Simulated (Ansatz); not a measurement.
Consider the following.

KIO₃:
```
CELL_PARAMETERS angstrom
      3.09723     1.78819     5.16460
     -3.09723     1.78819     5.16460
      0.00000    -3.57637     5.16460
ATOMIC_POSITIONS crystal
  K  0.75466 0.75466 0.75466
  K  0.25466 0.25466 0.25466
  I  0.00371 0.00371 0.00371
  I  0.50371 0.50371 0.50371
  O  0.15700 0.25828 0.76397
  O  0.25828 0.76397 0.15700
  O  0.76397 0.15700 0.25828
  O  0.26397 0.75828 0.65700
  O  0.65700 0.26397 0.75828
  O  0.75828 0.65700 0.26397
```

This is the PBEsol-relaxed structure. Cartesian axes are those of the cell as given.

Problem. All from DFT-PBEsol in the program Ansatz with PAW potentials, unless another level is named. Give the gap with spin–orbit coupling.

Solution. 2.19 eV.

Problem. Predict the electron effective mass, band 1 of 2 at the edge.

Solution. 0.71 along x, 0.47 along z (mₑ).

Problem. Give the HSE06 gap on the PBEsol cell.

Solution. 3.52 eV.

Problem. Give the weight of the valence-edge state by species (Voronoi cells).

Solution. O 66 %, I 33 %.

Space group R3c. The first step of the workflow began from a Materials Project structure, measured or hypothetical; the Crystallography Open Database copy checked does not list it. COD files the formula under space group No. 1, 160, so this cell is another polymorph or a model. Whether it is the stable phase at ambient conditions was not checked. Symmetry was held in the PBEsol relaxation; its stability against distortions is not shown here. Scalar-relativistic: spin–orbit coupling is off unless named, which matters more the heavier the elements.

Potentials: the later of the program's two PAW sets.
